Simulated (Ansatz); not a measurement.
MgO:
```cif
data_Mg4O4
_chemical_formula_sum 'Mg4 O4'
_space_group_name_H-M_alt 'P42/mnm'
_space_group_IT_number 136
_space_group_name_Hall '-P 4n 2n'
_cell_length_a 5.51074
_cell_length_b 5.51074
_cell_length_c 3.27642
_cell_angle_alpha 90.000
_cell_angle_beta 90.000
_cell_angle_gamma 90.000
loop_
_atom_site_label
_atom_site_type_symbol
_atom_site_symmetry_multiplicity
_atom_site_Wyckoff_symbol
_atom_site_fract_x
_atom_site_fract_y
_atom_site_fract_z
_atom_site_occupancy
Mg1 Mg 4 g 0.17947 0.17947 0.50000 1
O1 O 4 f 0.31657 0.31657 0.00000 1
```

Relaxed with PBEsol.

Question: Give the optical modes at the zone centre with their infrared activity from DFPT, the program Ansatz at the PBEsol level (PAW).

Answer: Transverse frequencies, without the LO–TO term; a row sums one degenerate level.

| ω (cm⁻¹) | degeneracy | IR ((D/Å)²/amu) | activity | symmetry |
|---|---|---|---|---|
| 103 | 1 | 0.00 | IR-inactive | B1g |
| 152 | 2 | 0.00 | IR-inactive | Eg |
| 260 | 1 | 0.00 | IR-inactive | B1u |
| 305 | 1 | 0.00 | IR-inactive | A1g |
| 356 | 2 | 8.01 | IR | Eu |
| 356 | 1 | 0.00 | IR-inactive | A2g |
| 376 | 1 | 0.00 | IR-inactive | B1g |
| 456 | 1 | 0.00 | IR-inactive | A2g |
| 463 | 2 | 22.55 | IR | Eu |
| 466 | 1 | 0.00 | IR-inactive | B2g |
| 515 | 2 | 32.49 | IR | Eu |
| 542 | 2 | 0.00 | IR-inactive | Eg |
| 550 | 1 | 0.00 | IR-inactive | B1u |
| 555 | 1 | 30.45 | IR | A2u |
| 566 | 1 | 0.00 | IR-inactive | A1g |
| 602 | 1 | 0.00 | IR-inactive | B2g |

Question: How high does the top mode go among those that the LO–TO term moves?

Answer: 679 cm⁻¹ for q along x, 679 cm⁻¹ for q along y, 727 cm⁻¹ for q along z.

Space group P4_2/mnm. The start of the workflow was typed in or built on a structure type; neither database checked (COD, Materials Project) lists it. It is not the phase usual at ambient conditions (space group No. 225). The cell was relaxed with PBEsol under the symmetry of its start; its stability against distortions is not shown here.

Potentials: the earlier of the program's two PAW sets. The files were generated under PBE; for other functionals the program regenerates the frozen cores, and for LDA and PBEsol the local potential too.
